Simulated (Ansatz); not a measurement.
LaSi2Os2:
```
CELL_PARAMETERS angstrom
     -2.11658     2.11658     5.01000
      2.11658    -2.11658     5.01000
      2.11658     2.11658    -5.01000
ATOMIC_POSITIONS crystal
  Os 0.75000 0.25000 0.50000
  Os 0.25000 0.75000 0.50000
  Si 0.36124 0.36124 0.00000
  Si 0.63876 0.63876 0.00000
  La 0.00000 0.00000 0.00000
```

Relaxed with r²SCAN.

Task: Map the electron localisation function on the plane through (0.750, 0.250, 0.500) spanned by u = [1, 1, 0] and v = [1, 0, 1] in lattice vectors, from DFT-r²SCAN in the program Ansatz with PAW potentials.

Result: x is the fraction of u, y of v (the angle between them is 90°; rows are the nearest grid lines); atoms in the plane: Os at (0.00, 0.00), Os at (0.50, 0.00), Si at (0.11, 0.50), Si at (0.39, 0.50), La at (0.75, 0.50).
```
|:+#*--==:. .:==--*#++#*--==:. .:==--*#+:|
|=*#*--==:. .:==--*#**%*--=-:   :-=--*%*=|
|#%#+-===:. .:===-+#%%%+---:.   .:---+%%#|
|%#*==+++-...-+++==*#%*=---..   ..---=*%%|
|*+==***+=:::=+***==++=---:..:-:..:---=+*|
|-=+*#%#*+=-=+*#%#*+=----:.:+#%#+:.:-----|
|-+*%%%%#*+++*#%%%%*+---:.:*%@@@%*:.:----|
|+*###*#########*###*--:..=%@@@@@%=..:--+|
|+**+--=#%%%%%#=--+**=-. .*@@%#%@@*. .-=+|
|++=:::-#@@@@@#-:::=+-:. :%@%-.-%@%: .:-+|
|==:.=+-#@@@@@#-+=.:=-:  -%@#   #@%-  :-=|
|==:.=+-#@@@@@#-+=.:=-:  -%@#   #@%-  :-=|
|++=:::-#@@@@@#-:::=+-:. :%@%-.-%@%: .:-+|
|+**+--=#%%%%%#=--+**=-. .*@@%#%@@*. .-=+|
|+*###*#########*###*--:..=%@@@@@%=..:--+|
|-+*%%%%#*+++*#%%%%*+---:.:*%@@@%*:.:----|
|-=+*#%#*+=-=+*#%#*+=----:.:+#%#+:.:-----|
|*+==***+=:::=+***==++=---:..:-:..:---=+*|
|%#*==+++-...-+++==*#%*=---..   ..---=*%%|
|#%#+-===:. .:===-+#%%%+---:.   .:---+%%#|
|=*#*--==:. .:==--*#**%*--=-:   :-=--*%*=|
|:+#*--==:. .:==--*#++#*--==:. .:==--*#+:|
```
Scale: ten equal steps from 0.003 (start of ' ') to 0.849 (end of '@'), in the order ' .:-=+*#%@'; x runs from 0.000 to 1.00, y from 0.000 (bottom) to 1.00 (top).

The density is the valence pseudo-density with augmentation charge, so density and ELF within about 1 Å of a nucleus are not all-electron values.

Space group I4/mmm. The workflow started from an entry of the Crystallography Open Database (COD). Whether it is the stable phase at ambient conditions was not checked. The cell was relaxed with r²SCAN under the symmetry of its start; whether a distortion lowers the energy is not shown. The run is not spin-polarised. Spin–orbit coupling is left out wherever it is not named.

Potentials: the later of the program's two PAW sets.
